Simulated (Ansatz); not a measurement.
One crystal and one scan (scan of one atom of the cell) at two levels, PBE (plane waves to 420 eV, PAW, scalar-relativistic; Ansatz, a first-principles code) and r2SCAN (plane waves to 500 eV, PAW, scalar-relativistic; Ansatz), each from its own relaxed cell and on its own mesh. The cell shown is that of PBE.

Relaxed Ru (hcp, Mg type):

```yaml
crystal:
  lattice:
    - [2.72203, 0.00000, 0.00000]
    - [-1.36102, 2.35735, 0.00000]
    - [0.00000, 0.00000, 4.29074]
  atoms:
    - { symbol: Ru, position: [0.33333, 0.66667, 0.75000] }
    - { symbol: Ru, position: [0.66667, 0.33333, 0.25000] }
```

In each cell atom 1 (Ru, nearest neighbour Ru at 2.659 Å; its periodic images, 2.7 Å or more away, move with it) moves by s·(0.000, 0.000, 1.000) (along Cartesian z), the rest being held.

Energies are smeared free energies. Ru is run without spin polarisation. Ru was relaxed with its symmetry unable to fall. The PAW data are Ansatz's earlier set. With partly filled bands, energies and forces of such displacements shift with the k mesh and the smearing. Percentages come from the unrounded values. Both scans cover s from -0.530 to 0.530 Å.

| quantity | PBE | r2SCAN | PBE − r2SCAN |
|---|---|---|---|
| Lattice constant a (Å) | 2.722 | 2.706 | +0.016 (+0.6 %) |
| Lattice constant c (Å) | 4.291 | 4.262 | +0.029 (+0.7 %) |
| Relaxed volume (Å³/atom) | 13.77 | 13.51 | +0.26 (+1.9 %) |
| Energy at s = 0.530 Å (meV/cell) | 2316 | 2469 | -153 (-6.2 %) |
| Force along the line at s = -0.530 Å (eV/Å) | 10.82 | 11.49 | -0.67 (-5.8 %) |
| Force constant k = d²E/ds² at s = 0 (finite differences) (eV/Å²) | 11.50 | 12.20 | -0.70 (-5.7 %) |
| Zone-centre optical wavenumber from k (cm⁻¹) | 249 | 256 | -7 (-3 %) |

PBE gives the higher value for: lattice constant a; lattice constant c; relaxed volume. PBE gives the lower value for: energy at s = 0.530 Å; force along the line at s = -0.530 Å; force constant k = d²E/ds² at s = 0; zone-centre optical wavenumber from k. Both give the same symmetry of the curve: even: the same for both signs. Neither level is exact: the differences show how much the result hangs on the functional.

ΔE (meV/cell), each from the undisplaced structure of its own level:

```tsv
s (Å)	PBE	r2SCAN
-0.530	2316	2469
-0.424	1341	1431
-0.318	690	736
-0.212	282	300
-0.106	66	70
0.000	0	0
0.106	66	70
0.212	282	300
0.318	690	736
0.424	1341	1431
0.530	2316	2469
```

(A displaced cell: forces are minus the slopes of the energy, force constants its curvatures, and phonons follow from these.)
